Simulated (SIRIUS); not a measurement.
## Equation of state of WS under PBE

```yaml
crystal:
  lattice:
    - [3.00789, 0.00000, 0.00000]
    - [0.00000, 3.00789, 0.00000]
    - [0.00000, 0.00000, 3.00789]
  atoms:
    - { symbol: W, position: [0.50000, 0.50000, 0.50000] }
    - { symbol: S, position: [0.00000, 0.00000, 0.00000] }
```

The cell comes from a database or a generator and needn't be the stable form of this composition.

The cell was scaled at fixed shape and fractions and run with SIRIUS, SSSP 1.3.0 PBE efficiency, cutoff 828 eV; PBE, k mesh 6 × 6 × 6 on the cell of 2 atoms, fermi-dirac occupations of 0.05 eV, no spin polarisation, no spin-orbit coupling. Energies are those that the program minimises, any entropy of the smearing included. For a metal such a mesh isn't converged to the digits shown.

| V (Å³/atom) | energy over the lowest row (meV/atom) |
| --- | --- |
| 12.7904 | 43.24 |
| 13.0625 | 18.57 |
| 13.3347 | 4.54 |
| 13.6068 | 0.00 |
| 13.8789 | 3.91 |
| 14.1511 | ? |
| 14.4232 | 33.50 |

**Question.** Fit the third-order Birch-Murnaghan form, give V0, B0 and B′, and predict the energy left open.

**Answer.** With y = (V0/V)^(2/3), E = E0 + (9 V0 B0/16) [(y - 1)³ B′ + (y - 1)² (6 - 4y)]. Least squares through the rows shown give V0 = 13.6118 Å³/atom, E0 = 0.00 meV, B0 = 248.0 GPa (1 eV/Å³ = 160.218 GPa) and B′ = 4.77, with a largest miss of 0.01 meV. At V = 14.1511 the form with these constants gives 15.35 meV; the run gave 15.36 meV an atom. Other set-ups at this level, from all their volumes (Å³/atom, GPa): SIRIUS, PseudoDojo 0.4.1 PBE standard (scalar relativistic): V0 13.603, B0 247.2; SIRIUS, PseudoDojo 0.5 PBE standard (scalar relativistic): V0 13.604, B0 247.3.
